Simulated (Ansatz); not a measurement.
# MgMo: levels along high-symmetry lines

```yaml
crystal:
  lattice:
    - [1.40785, -0.81282, 4.87623]
    - [0.00000, 1.62565, 4.87623]
    - [-1.40785, -0.81282, 4.87623]
  atoms:
    - { symbol: Mg, position: [0.00000, 0.00000, 0.00000] }
    - { symbol: Mo, position: [0.50000, 0.50000, 0.50000] }
```

Atoms are numbered in the order listed.

The structure comes from a relaxation in the same program, started in the L11 type, and has space group R-3m. Whether it is a known phase or the ground state wasn't checked.

Method: DFT, PBEsol, all-electron LAPW, scalar-relativistic in Ansatz 0.2.0.

Sampling and basis: a Γ-centred 13×13×13 k mesh, Fermi–Dirac smearing of 0.03 eV, basis error target 0.25 meV/atom, no spin polarisation.

Points in fractions of the reciprocal vectors of this cell: Γ (0, 0, 0), T (0.5, 0.5, 0.5), H2 (0.815, 0.185, 0.5), H0 (0.5, -0.185, 0.185), L (0.5, 0, 0), S0 (0.343, -0.343, 0), S2 (0.657, 0, 0.343), F (0.5, 0, 0.5). The path joins them by straight lines in the order Γ–T–H2–H0–L–Γ–S0–S2–F; legs that retrace an earlier one aren't tabulated. Energies are in eV from the Fermi level.

(1) List the levels at S0 between -14 and 1.5 eV.

(2) List the levels at H0 between -14 and 1.5 eV.

(3) List the levels at H2 between -14 and 1.5 eV.

(4) What is the band gap?

Results:

(1) -2.18, -1.68, -1.43, -1.04, -0.48.

(2) -2.33, -1.57, -1.49, -0.97, -0.39.

(3) -2.33, -1.57, -1.49, -0.97, -0.39.

(4) none: bands cross the Fermi level, a metal.
